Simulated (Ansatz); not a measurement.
Level of theory: Ansatz 0.2.0, DFT PBE, scalar-relativistic, plane waves, PAW. Cutoff 420 eV, Γ-centred meshes of about 0.25 Å⁻¹ or finer for metals and 0.3 Å⁻¹ for insulators (2π included), Gaussian smearing. No spin polarisation.

Temperature and zero-point effects are left out.

Two relaxed structures of La2SnO:

A.

```
La Sn O
1.0
     3.78820    0.00000    0.00000
    -1.89410    3.28068    0.00000
     0.00000    0.00000   16.00765
La Sn O
4 2 2
Direct
  0.66667 0.33333 0.91272
  0.33333 0.66667 0.08728
  0.33333 0.66667 0.41272
  0.66667 0.33333 0.58728
  0.66667 0.33333 0.25000
  0.33333 0.66667 0.75000
  0.00000 0.00000 0.00000
  0.00000 0.00000 0.50000
```

B.

```
La Sn O
1.0
    -4.08340    4.08340    3.24853
     4.08340   -4.08340    3.24853
     4.08340    4.08340   -3.24853
La Sn O
4 2 2
Direct
  0.65154 0.15154 0.80309
  0.34846 0.84846 0.19691
  0.84846 0.65154 0.50000
  0.15154 0.34846 0.50000
  0.75000 0.75000 0.00000
  0.25000 0.25000 0.00000
  0.75000 0.25000 0.50000
  0.25000 0.75000 0.50000
```

Question: Which would you expect to be lower, and how large is the difference?

Answer: B is lower, by 170 meV/atom. A has space group P6_3/mmc (No. 194), 24.9 Å³/atom and no gap on its mesh; B has space group I4/mcm (No. 140), 27.1 Å³/atom and no gap. Counting La or Sn atoms around O (for each partner element, those within 1.25 times its shortest distance or 1.15 times the sum of covalent radii, where it is the nearest in units of that sum or under 1.3), A has O 6 and B has O 4. The lower one is the more open, so pressure narrows the difference. Both come from trial cells of a structure search.

With atoms moved at random, B came back. A had no clear such test and can be a saddle point.
